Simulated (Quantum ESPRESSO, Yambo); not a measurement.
## G0W0 results for Cs2ScAgCl6

Space group Fm-3m (No. 225); a = 10.6015 Å, b = 10.6015 Å, c = 10.6015 Å, α = 90.00°, β = 90.00°, γ = 90.00°

```
atom  site  symmetry       x       y       z
----  ----  --------  ------  ------  ------
Cl     24e      4m.m  0.0000  0.0000  0.2369
Sc      4a      m-3m  0.0000  0.0000  0.0000
Ag      4b      m-3m  0.5000  0.5000  0.5000
Cs      8c      -43m  0.2500  0.2500  0.2500
```
(The calculation used a cell of 10 atoms; values per cell refer to that cell.)

The geometry is that of Materials Project entry mp-1112622, symmetrised and not relaxed again.

Starting point: LDA (pw.x of Quantum ESPRESSO, ONCV potentials, scalar-relativistic). G0W0 in Yambo: 2×2×2 Γ-centred k mesh, bands 6 to 315 and a 6 Ry block in the screening, 315 bands in G with the Bruneval-Gonze terminator, plasmon pole fitted at 27.2 eV.

| Property | Value |
|---|---|
| LDA gap along the band path | 3.14 eV |
| LDA gap between the mesh's edge points (L → X) | 3.14 eV |
| G0W0 gap between the same points | 6.00 eV |
| LDA smallest direct gap on the mesh (at L) | 3.28 eV |
| G0W0 direct gap at that point | 6.26 eV |

```
k point  band  E LDA (eV)  E QP (eV)  shift (eV)     Z
-------  ----  ----------  ---------  ----------  ----
Γ          VB       -0.48      -1.59       -1.12  0.79
Γ          CB        3.29       5.00        1.72  0.78
L          VB        0.00      -1.25       -1.25  0.79
L          CB        3.28       5.01        1.73  0.78
X          VB       -0.48      -1.59       -1.11  0.79
X          CB        3.14       4.75        1.61  0.81
```

Energies count from the LDA valence-band maximum.

Nearest settings tried, and what they do to the gap: 207 bands in G: +20 meV; 207 bands in W, 207 bands in G: +88 meV; 5 Ry block (387 vectors against 537): -4 meV. Not varied: mesh. So the settings aren't converged at that level. The k mesh is coarse.

Spin-orbit splittings are left out.

The structure is a Materials Project entry; no match was found in the copy of COD used, and its stability was not checked.
